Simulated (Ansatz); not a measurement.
KCl:
```yaml
crystal:
  lattice:
    - [0.00000, 3.14652, 3.14652]
    - [3.14652, 0.00000, 3.14652]
    - [3.14652, 3.14652, 0.00000]
  atoms:
    - { symbol: K, position: [0.00000, 0.00000, 0.00000] }
    - { symbol: Cl, position: [0.50000, 0.50000, 0.50000] }
```

Relaxed with r²SCAN.

Question: Give the optical modes at the zone centre with their infrared and Raman activity from DFPT, DFT-r²SCAN in the program Ansatz with PAW potentials.

Answer: Transverse frequencies, without the LO–TO term; a row sums one degenerate level.

| ω (cm⁻¹) | degeneracy | IR ((D/Å)²/amu) | Raman (Å⁴/amu) | activity | symmetry |
|---|---|---|---|---|---|
| 145 | 3 | 4.57 | 0 | IR | T1u |

Question: How high does the top mode go among those that the LO–TO term moves?

Answer: 210 cm⁻¹ for q along x.

Space group Fm-3m (rock salt). The r²SCAN relaxation kept the symmetry of its start; phonons on a q-mesh show no instability.

Potentials: the later of the program's two PAW sets.
